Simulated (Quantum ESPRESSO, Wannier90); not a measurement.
**Wannier functions of Li₂S (anti-fluorite)**

```xyz
3
Lattice="0.0000 2.8352 2.8352 2.8352 0.0000 2.8352 2.8352 2.8352 0.0000" Properties=species:S:1:pos:R:3 pbc="T T T"
Li    -1.4176    -1.4176    -1.4176
Li     1.4176     1.4176     1.4176
S      0.0000     0.0000     0.0000
```

Materials Project entry mp-1153; symmetrised, unrelaxed at this level. COD (Crystallography Open Database) has an entry of this formula and space group (matched by these alone). Computed values, not measurements, from PBEsol: Quantum ESPRESSO (norm-conserving PseudoDojo potentials, cutoff 60 Ry, no spin polarisation, no spin-orbit coupling) on a Γ-centred 10×10×10 mesh, then Wannier90. Density: 10×10×10 mesh, cold smearing 0.01 Ry.

Bands 3-6 form an isolated set from -11.06 to 0.00 eV relative to the valence-band maximum (on the path) and are turned into 4 Wannier functions by minimising the spread from the start: sp3 on S.

Centres (Cartesian, Å; one of the equivalent choices) and spreads:

```
n       x       y       z  spread (Å²)  nearest atom
-  ------  ------  ------  -----------  ------------
1   0.298   0.298   0.298        1.465            S3
2   0.298  -0.298  -0.298        1.465            S3
3  -0.298   0.298  -0.298        1.465            S3
4  -0.298  -0.298   0.298        1.465            S3
```

Ω_I = 4.78 Å², Ω_total = 5.86 Å²; the interpolated bands follow pw.x to 0.1 meV rms on the path. It is the lowest total spread that any start reached here.
